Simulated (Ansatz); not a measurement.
BeS:
```cif
data_Be4S4
_chemical_formula_sum 'Be4 S4'
_space_group_name_H-M_alt 'P 1'
_space_group_IT_number 1
_cell_length_a 5.92134
_cell_length_b 3.48500
_cell_length_c 5.96919
_cell_angle_alpha 90.000
_cell_angle_beta 90.000
_cell_angle_gamma 90.000
loop_
_space_group_symop_operation_xyz
  'x, y, z'
loop_
_atom_site_label
_atom_site_type_symbol
_atom_site_fract_x
_atom_site_fract_y
_atom_site_fract_z
_atom_site_occupancy
Be1 Be 0.14524 0.25000 0.90521 1
Be2 Be 0.35476 0.75000 0.40521 1
Be3 Be 0.85476 0.75000 0.09479 1
Be4 Be 0.64524 0.25000 0.59479 1
S1 S 0.78255 0.25000 0.91499 1
S2 S 0.71745 0.75000 0.41499 1
S3 S 0.21745 0.75000 0.08501 1
S4 S 0.28255 0.25000 0.58501 1
```

Relaxed with r²SCAN+D4. 

Question: HSE06 on this cell (Ansatz, an electronic-structure program, PAW) gives a gap of 4.77 eV. What does r²SCAN+D4 give?

Answer: 4.22 eV.

Cost on shared cores: the r²SCAN+D4 run (SCF on a 5×8×5 mesh, then bands and DOS) about 2.3 core-minutes (a rough figure), the HSE06 run (SCF on 3×5×3, then a few points) roughly 2.1 core-minutes; the tasks are unlike.

Space group Pnma. The start of the workflow was typed in or built on a structure type; neither database checked (COD, Materials Project) lists it. COD files the formula under space group No. 216, so this cell is another polymorph or a model. Whether it is the stable phase at ambient conditions was not checked. Symmetry was held in the r²SCAN+D4 relaxation; its stability against distortions is not shown here. The volume moved by 24 % from the start of the relaxation.

Potentials: the earlier of the program's two PAW sets.

Ansatz is a plane-wave DFT program.
